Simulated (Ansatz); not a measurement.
Relaxed-ion elastic tensor of Sb in space group I-43m (No. 217; Sb on 8c) in GPa (Voigt order), DFT-r²SCAN+D4 in the program Ansatz with PAW potentials; density 4.81 g/cm³, 42.04 Å³ per atom.

|  | 1 | 2 | 3 | 4 | 5 | 6 |
|---|---|---|---|---|---|---|
| 1 | 9.0 | 7.3 | 7.3 | 0.0 | 0.0 | 0.0 |
| 2 | 7.3 | 9.0 | 7.3 | 0.0 | 0.0 | 0.0 |
| 3 | 7.3 | 7.3 | 9.0 | 0.0 | 0.0 | 0.0 |
| 4 | 0.0 | 0.0 | 0.0 | 7.9 | 0.0 | 0.0 |
| 5 | 0.0 | 0.0 | 0.0 | 0.0 | 7.9 | 0.0 |
| 6 | 0.0 | 0.0 | 0.0 | 0.0 | 0.0 | 7.9 |

**Question.** Is the crystal mechanically stable?

**Answer.** Yes: the smallest eigenvalue of C is 1.7 GPa.

**Question.** Work out the Voigt, Reuss and Hill averages.

**Answer.** K_V = 7.9, K_R = 7.9, K_H = 7.9; G_V = 5.1, G_R = 1.8, G_H = 3.4 GPa.

**Question.** Give Young's modulus, Poisson's ratio, Pugh's ratio and the universal anisotropy index.

**Answer.** E = 9KG/(3K + G) = 9.0 GPa; ν = 0.31; K/G = 2.30 (ductile by the Pugh limit of 1.75); A_U = 5G_V/G_R + K_V/K_R − 6 = 9.19.

**Question.** Estimate the sound speeds and the Debye temperature.

**Answer.** v_l = √((K + 4G/3)/ρ) = 1610 m/s, v_t = √(G/ρ) = 844 m/s, mean 943 m/s; Θ = (h/k)(3n/4πV)^(1/3) v_m = 80.8 K.

**Question.** Give the Zener ratio and Young's modulus along [100], [110] and [111].

**Answer.** A = 2C44/(C11 − C12) = 9.55; 1/E = S11 − 2(S11 − S12 − S44/2)Γ with Γ = 0, 1/4, 1/3 gives 2.4, 6.8, 17.7 GPa.

**Question.** Solve the Christoffel equation for the three sound speeds along [100], [110], [111].

**Answer.** Eigenvalues of C_ijkl n_j n_l equal ρv² (piezoelectric stiffening left out). In km/s, slowest first: [100] 1.28, 1.28, 1.37; [110] 0.41, 1.28, 1.83; [111] 0.81, 0.81, 1.96.

The start of the workflow was typed in or built on a structure type; neither database checked (COD, Materials Project) lists it. It is not the phase usual at ambient conditions (space group No. 166). The cell was relaxed with r²SCAN+D4 under the symmetry of its start; its stability against distortions is not shown here. The volume moved by 16 % from the start of the relaxation. Spin–orbit coupling is left out wherever it is not named.

Potentials: the earlier of the program's two PAW sets.
